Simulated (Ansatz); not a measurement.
**Question.** Ag (β-Sn type, I4_1/amd) is relaxed with plane-wave PAW r²SCAN (Ansatz code). What lattice parameters of the conventional cell result?

**Answer.** a = 5.262 Å, c = 2.755 Å.

The start of the workflow was typed in or built on a structure type; neither database checked (COD, Materials Project) lists it. It is not the phase usual at ambient conditions (space group No. 225). The cell was relaxed with r²SCAN under the symmetry of its start; its stability against distortions is not shown here. No spin polarisation was allowed. Axis ratios of metals converge slowly with the k-mesh, so a and c are less sure than the volume.

Potentials: the later of the program's two PAW sets.
